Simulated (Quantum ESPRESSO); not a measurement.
CsO has the orthorhombic space group Immm (No. 71), Pearson symbol oI8. Cell: a = 4.183 Å, b = 6.204 Å, c = 7.294 Å, α = β = γ = 90.00°. O on 4g sees 1 O at 1.463 Å and 6 Cs at 2.861–2.999 Å. Cs on 4i sees 6 O at 2.861–2.999 Å. (Neighbours: up to the widest gap in distance over summed covalent radii, below 1.35, at either atom; cation-cation contacts left out.)
(The calculation used a cell of 4 atoms; values per cell refer to that cell.)

Cell and atoms were relaxed with LDA from Materials Project entry mp-7896, within its symmetry.

What does norm-conserving LDA (Quantum ESPRESSO, 84 Ry, without SOC) give for the electronic structure near the Fermi level?

The LDA gap is indirect, 1.68 eV, from Γ to 22 % of the way from Γ to Y; the smallest direct gap is 1.76 eV. 

The structure is a Materials Project entry; no match was found in the copy of COD used, and its stability was not checked.

Letters of k points follow the standard setting of the lattice, whose axes may be ordered differently from the printed cell.
